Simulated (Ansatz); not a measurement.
Si (hcp): energy against volume

Computed with Ansatz, DFT, BLYP, plane waves (420 eV) with PAW, scalar-relativistic. (PAW data from PBE, frozen cores regenerated.)

The cell is scaled uniformly from the relaxed one, with fractional coordinates and shape fixed. Energies are extrapolated to zero smearing, pressures are those at the given smearing. Magnetic state: spin not included.

A Birch-Murnaghan fit gives V₀ = 16.59 Å³/atom, B₀ = 54 GPa, B₀′ = 4.1.

Problem. What are the energy above the minimum and the pressure at 17.230 Å³/atom?

Solution. 3.9 meV/atom and -1.86 GPa as computed.

Problem. What are the energy above the minimum and the pressure at 17.892 Å³/atom?

Solution. 15.1 meV/atom and -3.46 GPa as computed.

Problem. What are the energy above the minimum and the pressure at 18.555 Å³/atom?

Solution. 32.3 meV/atom and -4.78 GPa as computed.
